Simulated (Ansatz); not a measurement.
ZrTiO4:
```yaml
crystal:
  lattice:
    - [4.72509, 0.00000, 0.00000]
    - [0.00000, 5.07586, 0.00000]
    - [0.00000, 0.00000, 5.62780]
  atoms:
    - { symbol: Zr, position: [0.00000, 0.50000, 0.42226] }
    - { symbol: Zr, position: [0.50000, 0.00000, 0.57774] }
    - { symbol: Ti, position: [0.00000, 0.00000, 0.06965] }
    - { symbol: Ti, position: [0.50000, 0.50000, 0.93035] }
    - { symbol: O, position: [0.73693, 0.17712, 0.87520] }
    - { symbol: O, position: [0.26307, 0.82288, 0.87520] }
    - { symbol: O, position: [0.23693, 0.32288, 0.12480] }
    - { symbol: O, position: [0.76307, 0.67712, 0.12480] }
    - { symbol: O, position: [0.28270, 0.33962, 0.64943] }
    - { symbol: O, position: [0.71730, 0.66038, 0.64943] }
    - { symbol: O, position: [0.78270, 0.16038, 0.35057] }
    - { symbol: O, position: [0.21730, 0.83962, 0.35057] }
```

x, y and z are the axes in which the lattice vectors are written.

Task: Give the proper piezoelectric stress tensor with relaxed ions from the program Ansatz at the PBEsol level (PAW).

Result: In C/m², rows x, y, z, Voigt columns; mesh uncertainty up to 0.00.
```
 0.00   0.00   0.00   0.30   0.00   0.00
 0.00   0.00   0.00   0.00   0.24   0.00
 0.00   0.00   0.00   0.00   0.00  -0.61
```

The elastic tensor of the same run (GPa):

|  | 1 | 2 | 3 | 4 | 5 | 6 |
|---|---|---|---|---|---|---|
| 1 | 298 | 174 | 177 | 0.0 | 0.0 | 0.0 |
| 2 | 174 | 323 | 123 | 0.0 | 0.0 | 0.0 |
| 3 | 177 | 123 | 277 | 0.0 | 0.0 | 0.0 |
| 4 | 0.0 | 0.0 | 0.0 | 69.6 | 0.0 | 0.0 |
| 5 | 0.0 | 0.0 | 0.0 | 0.0 | 79.7 | 0.0 |
| 6 | 0.0 | 0.0 | 0.0 | 0.0 | 0.0 | 106 |

Task: Convert to strain constants d = e·S.

Result: In pC/N:
```
 0.0   0.0   0.0   4.3   0.0   0.0
 0.0   0.0   0.0   0.0   3.0   0.0
 0.0   0.0   0.0   0.0   0.0  -5.7
```

Space group P2_12_12. The first step of the workflow began from a Materials Project structure, measured or hypothetical; the Crystallography Open Database copy checked does not list it. With Zr and Ti taken as one species the cell has the higher symmetry Pbcn, so it may be an ordered model of a mixed-site phase. Whether it is the stable phase at ambient conditions was not checked. Symmetry was held in the PBEsol relaxation; its stability against distortions is not shown here. No spin polarisation was allowed. Signs of piezoelectric constants follow the polarity of the cell as given.

Potentials: the later of the program's two PAW sets.
